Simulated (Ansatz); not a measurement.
A geometry of Sb away from equilibrium: step 4 of the relaxation of a relaxed Sb cell, doubled along one cell vector, shaken by Gaussian noise of σ = 0.08 Å a coordinate. These are PBEsol (plane waves to 420 eV, PAW, scalar-relativistic; Ansatz, an electronic-structure program) values and carry that method's errors. Γ-centred k-mesh 8×8×3 on the run's cell (coarser than for final values), Fermi–Dirac smearing 0.05 eV.

```yaml
crystal:
  lattice:
    - [5.08043, 0.02505, 0.00093]
    - [-2.51852, 4.31206, 0.00255]
    - [0.00217, 0.00818, 12.03943]
  atoms:
    - { symbol: Sb, position: [0.02236, 0.01208, 0.11496] }
    - { symbol: Sb, position: [0.02040, 0.01619, 0.62086] }
    - { symbol: Sb, position: [0.03001, 0.01806, 0.37061] }
    - { symbol: Sb, position: [0.98053, 0.97935, 0.86165] }
    - { symbol: Sb, position: [0.34993, 0.67608, 0.11831] }
    - { symbol: Sb, position: [0.36348, 0.69656, 0.56819] }
    - { symbol: Sb, position: [0.68675, 0.34421, 0.40033] }
    - { symbol: Sb, position: [0.63364, 0.30711, 0.92244] }
```

Give the Cartesian forces on all atoms (eV/Å).


```
atom     Fx     Fy     Fz
----  -----  -----  -----
Sb1   -0.18  -0.19   0.30
Sb2    0.00   0.10   0.36
Sb3   -0.09   0.00  -0.68
Sb4   -0.11   0.04  -0.11
Sb5    0.19   0.22  -0.19
Sb6    0.03  -0.04  -0.38
Sb7    0.06  -0.04   0.31
Sb8    0.11  -0.08   0.38
```

What is the pressure?

+0.2 GPa, compression positive.

How far above the relaxed end point is this geometry?

0.34 eV/atom; the path ends in R-3m (No. 166) (AFLOW prototype A_hR2_166_c (A7, as in As)).

No spin polarisation in the result.

Of the parent cell (P6₃/mmc (No. 194)): it is a generated cell of Sb: the first start was made by placing the elements on the sites of a structure type, and the end was not matched to a known phase here, so it may be hypothetical. Known forms of Sb include space group No. 166.
